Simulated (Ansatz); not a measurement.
With plane-wave PAW r²SCAN (Ansatz code), C in the trigonal phase (R-3c; C on 36f) relaxes to a = 9.689 Å, c = 4.183 Å. C has 3 nearest neighbours from 1.40 Å (trigonal pyramidal).

Electronic character: metallic (no gap).

The bulk modulus is 128 kbar.

The start of the workflow was typed in or built on a structure type; neither database checked (COD, Materials Project) lists it. It is not the phase usual at ambient conditions (space group No. 194, 227). Symmetry was held in the r²SCAN relaxation; whether a distortion lowers the energy is not shown. The volume moved by 124 % from the start of the relaxation.

Potentials: the later of the program's two PAW sets.
